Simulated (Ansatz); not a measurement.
Molecular dynamics on a 2×2×1 supercell (16 atoms) of KScS₂ (ordering on rocksalt), relaxed with r2SCAN. Forces come from PBE in Ansatz 0.2.0: a Nosé-Hoover thermostat at fixed volume, 100 K, steps of 1.5 fs. Spin polarisation is off, nuclei are classical, and the run is far too short for thermal averages. The structure comes from a prototype and may be hypothetical.

```yaml
crystal:
  lattice:
    - [8.0705193283, 0.0, 0.0]
    - [0.0, 8.0705193283, 0.0]
    - [0.0, 0.0, 5.4654928633]
  atoms:
    - { symbol: K, position: [0.0, 0.0, 0.0] }
    - { symbol: S, position: [0.0, 0.0, 0.5] }
    - { symbol: Sc, position: [0.25, 0.25, 0.5] }
    - { symbol: S, position: [0.25, 0.25, 0.0] }
    - { symbol: K, position: [0.0, 0.5, 0.0] }
    - { symbol: S, position: [0.0, 0.5, 0.5] }
    - { symbol: Sc, position: [0.25, 0.75, 0.5] }
    - { symbol: S, position: [0.25, 0.75, 0.0] }
    - { symbol: K, position: [0.5, 0.0, 0.0] }
    - { symbol: S, position: [0.5, 0.0, 0.5] }
    - { symbol: Sc, position: [0.75, 0.25, 0.5] }
    - { symbol: S, position: [0.75, 0.25, 0.0] }
    - { symbol: K, position: [0.5, 0.5, 0.0] }
    - { symbol: S, position: [0.5, 0.5, 0.5] }
    - { symbol: Sc, position: [0.75, 0.75, 0.5] }
    - { symbol: S, position: [0.75, 0.75, 0.0] }
kpoints:
  mp_grid: { grid: [2, 2, 2] }
hamiltonian:
  xc: pbe
scf:
  occupations: { method: fermi_dirac, width: 0.02 }
md:
  ensemble: nvt_nose_hoover
  temperature: 100
  timestep: 1.5
  n_steps: 30
  initial_velocities: maxwell_boltzmann
  seed: 3403
```

Run as `ansatz run input.yaml --threads 4 --pin off --max-ram 3686MiB --backend cpu --events-out ev --progress --plain --runs-dir out`.

Problem. It ran on 4 threads of Arm Neoverse N1 (shared host). About how long did it take, and how much host memory at the peak?

Solution. About 2 min, with a peak of 1.1 GiB.

```
step  t (fs)  T (K)  free energy F from step 0 (meV/atom)  kinetic energy (meV/atom)  largest force (eV/Å)
   0       0    100                                   0.0                       12.1                  0.00
   1     1.5    100                                   0.0                       12.1                  0.09
   2       3     98                                   0.2                       11.9                  0.17
   3     4.5     96                                   0.4                       11.7                  0.26
   4       6     94                                   0.8                       11.4                  0.34
   5     7.5     91                                   1.1                       11.0                  0.41
   6       9     87                                   1.6                       10.6                  0.48
   7    10.5     84                                   2.0                       10.1                  0.55
   8      12     80                                   2.4                        9.7                  0.61
   9    13.5     77                                   2.9                        9.3                  0.66
  10      15     74                                   3.2                        8.9                  0.71
  11    16.5     71                                   3.5                        8.6                  0.75
  12      18     70                                   3.7                        8.4                  0.77
  13    19.5     69                                   3.8                        8.4                  0.79
  14      21     70                                   3.7                        8.4                  0.80
  15    22.5     71                                   3.5                        8.6                  0.80
  16      24     74                                   3.2                        9.0                  0.79
  17    25.5     79                                   2.7                        9.5                  0.77
  18      27     84                                   2.0                       10.2                  0.74
  19    28.5     91                                   1.1                       11.1                  0.70
  20      30    100                                   0.1                       12.1                  0.66
  21    31.5    110                                  -1.0                       13.3                  0.69
  22      33    120                                  -2.3                       14.6                  0.71
  23    34.5    132                                  -3.7                       16.0                  0.73
  24      36    145                                  -5.2                       17.6                  0.75
  25    37.5    159                                  -6.9                       19.2                  0.75
  26      39    173                                  -8.6                       20.9                  0.74
  27    40.5    187                                 -10.3                       22.7                  0.72
  28      42    202                                 -12.1                       24.5                  0.70
  29    43.5    217                                 -13.9                       26.2                  0.70
  30      45    231                                 -15.6                       28.0                  0.70
```

The temperature starts at 100 K, is lowest at step 13 (69 K, 19.5 fs) and ends at 231 K. The atoms start on their lattice sites with kinetic energy alone, so much of it first passes into potential energy. The free energy ends below that of the starting lattice, which is therefore no minimum: the cell is distorting and heats up. By the last step the atoms have moved 0.10 Å in the root mean square, the drift of the whole cell taken out, 0.20 Å at most.

Positions (Å) and forces (eV/Å) at step 30:
```
K    0.038   0.004  -0.021    -0.181  -0.253  -0.003
S   -0.024   0.098   2.704     0.051  -0.022   0.103
Sc   1.929   1.926   2.651     0.034  -0.298  -0.573
S    2.041   1.972   0.098    -0.147   0.409   0.544
K   -0.007   4.094  -0.017     0.090  -0.312   0.103
S   -0.032   3.980   2.716    -0.115   0.219   0.014
Sc   2.041   6.030   2.805     0.552   0.065   0.414
S    2.021   6.041  -0.047     0.002  -0.007  -0.573
K    4.052  -0.014  -0.005     0.000   0.061  -0.046
S    3.972   0.031   2.715    -0.249  -0.025   0.153
Sc   6.071   2.073   2.916     0.036  -0.086   0.298
S    6.090   1.985  -0.157    -0.134   0.194  -0.530
K    4.029   3.994   0.001     0.043  -0.030   0.003
S    4.066   4.153   2.726     0.110   0.314   0.068
Sc   6.102   6.017   2.741    -0.376  -0.170   0.073
S    6.022   6.077  -0.027     0.284  -0.059  -0.047
```
